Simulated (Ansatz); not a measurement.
## How much do the gradients of Si3N4 depend on the method?

Cell: a COD entry (perhaps calculated rather than measured), its atoms then relaxed with PBE in this cell.

Space group P6_3/m (No. 176); a = 7.6015, c = 2.9061 Å, γ = 120.00°.

```csv
site,Wyckoff,site symmetry,x,y,z
Si,6h,m..,0.7680,0.1741,0.2500
N7,6h,m..,0.0299,0.3299,0.2500
N13,2d,-6..,0.6667,0.3333,0.2500
```

One atom of each set is listed.

First run. Level of theory: DFT, PBE, plane waves and PAW, scalar-relativistic, 420 eV cutoff, Γ-centred 4×4×10 k-points, Fermi–Dirac smearing 0.02 eV (Ansatz 0.2.0).

| site | V_zz (10²¹ V/m²) | η |
| --- | --- | --- |
| Si | 0.97 | 0.43 |
| N7 | -4.93 | 0.07 |
| N13 | -4.88 | 0.00 |

Second run. The same atoms and settings, except that the functional is r2SCAN and the cutoff is 500 eV.

Question: Given the first result, estimate the second.

Answer: 

```json
{"site": "Si", "V_zz": "0.97", "η": "0.41", "change of V_zz": "0.00"}
{"site": "N7", "V_zz": "-4.92", "η": "0.08", "change of V_zz": "+0.01"}
{"site": "N13", "V_zz": "-4.95", "η": "0.00", "change of V_zz": "-0.07"}
```

The largest change of V_zz is on N13, from -4.88 to -4.95. In per cent, |V_zz| changes by 0 on Si, 0 to +1 on N (all sites that start above 0.5).

For the first run: At this cell the PBE pressure is 6 GPa, so with PBE the cell would grow if it were relaxed.
